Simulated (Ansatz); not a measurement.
How much do the gradients of SnO2 with Mn replacing Sn depend on the method?

Cell: a supercell of SnO2 (rutile type, P4_2/mnm) built from a measured structure from the Crystallography Open Database (COD), with the ions relaxed around the defect (PBE).

Space group Fmmm (No. 69); a = 6.3730, b = 13.4011, c = 13.4011 Å.

```
site  Wyckoff  site symmetry       x       y       z
  Mn       4b            mmm  0.5000  0.5000  0.5000
 Sn2       4a            mmm  0.0000  0.5000  0.5000
 Sn3       8c          2/m..  0.5000  0.2500  0.2500
 Sn5       8d          .2/m.  0.2500  0.5000  0.2500
 Sn7       8e          ..2/m  0.2500  0.7500  0.5000
  O9       8i            mm2  0.5000  0.5000  0.3469
 O10       8i            mm2  0.0000  0.5000  0.3481
 O11      16m            m..  0.5000  0.2538  0.0977
 O13      16k            .2.  0.2500  0.3466  0.2500
 O15      16o            ..m  0.2598  0.5957  0.5000
```

One atom of each set is listed; the run and its k-mesh use a cell of 24 atoms with edges of 7.42, 7.42, 7.42 Å.

First run. Computed with Ansatz: DFT, PBE, plane waves and PAW, scalar-relativistic, collinear spin, 420 eV cutoff, Γ-centred 4×4×4 k-points, Fermi–Dirac smearing 0.01 eV, cell charge -1. Start moments as typed (μB): 4 on each Mn, none on the rest.

```tsv
site	V_zz (10²¹ V/m²)	η	m (μB)
Mn	-4.86	0.68	3.21
Sn2	7.19	0.03	0.01
Sn3	6.19	0.57	0.00
Sn5	-8.07	0.48	0.01
Sn7	6.29	0.02	0.00
O9	-10.15	0.19	0.03
O10	-10.04	0.18	0.01
O11	-10.63	0.15	0.01
O13	-10.37	0.05	0.00
O15	-10.38	0.22	0.01
```

Second run. The same atoms and settings, except that the functional is r2SCAN and the cutoff is 500 eV.

(1) Given the first result, estimate the second.

## Answers

(1) 

| site | V_zz | η | change of V_zz | m (μB) |
| --- | --- | --- | --- | --- |
| Mn | -13.42 | 0.31 | -8.56 | 3.36 |
| Sn2 | 8.54 | 0.11 | +1.35 | 0.01 |
| Sn3 | 5.97 | 0.69 | -0.22 | 0.00 |
| Sn5 | -8.92 | 0.37 | -0.85 | 0.01 |
| Sn7 | 6.25 | 0.03 | -0.04 | 0.00 |
| O9 | -9.31 | 0.46 | +0.84 | 0.05 |
| O10 | -9.57 | 0.16 | +0.47 | 0.01 |
| O11 | -10.38 | 0.13 | +0.25 | 0.00 |
| O13 | -10.05 | 0.01 | +0.32 | 0.00 |
| O15 | -10.53 | 0.19 | -0.15 | -0.01 |

The largest change of V_zz is on Mn, from -4.86 to -13.42. In per cent, |V_zz| changes by +176 on Mn, -4 to +19 on Sn, -8 to +1 on O (all sites that start above 2). Where |V_zz| stays above 0.1, η moves most on Mn, from 0.68 to 0.31. The absolute magnetisation of the cell goes from 4.1 to 4.3 μB. Isomer shifts (Sn against SnO₂, from the density at the nucleus and a line fitted to measured compounds for each functional; the lines scatter by about 0.1 mm/s, so smaller changes between functionals mean little): Sn2 0.15 → 0.13 mm/s; Sn3 0.03 → 0.02 mm/s; Sn5 0.10 → 0.10 mm/s; Sn7 0.10 → 0.08 mm/s. The first run finds no gap above 0.1 eV, the second does.

The defect repeats with the cell of 24 atoms, so it feels its images: sites between two images don't show the values beside a lone defect, and zeros or small values of η there can come from the images' arrangement. O and Sn carry a gradient in the pure host already, so the values there aren't the defect's effect alone. A uniform background compensates the cell's charge. Without spin–orbit coupling (the program notes it for Sn) the gradients can shift somewhat, as the gap is small.
For the first run: The centre was started off its lattice site, so that it could distort. The defect cell has no gap above 0.1 eV on its mesh, so the values can hang on the smearing and the k-mesh. The cell keeps the host's lattice, where the PBE pressure is 7 GPa (in a charged cell this depends on the convention for the mean potential).
For the second run: The program didn't check the stability of this electronic state in full, so a lower one may lie near. With these PAW files V_zz is typically within 2 to 3 % of all-electron values, but misses above 10 % occur on Sn.
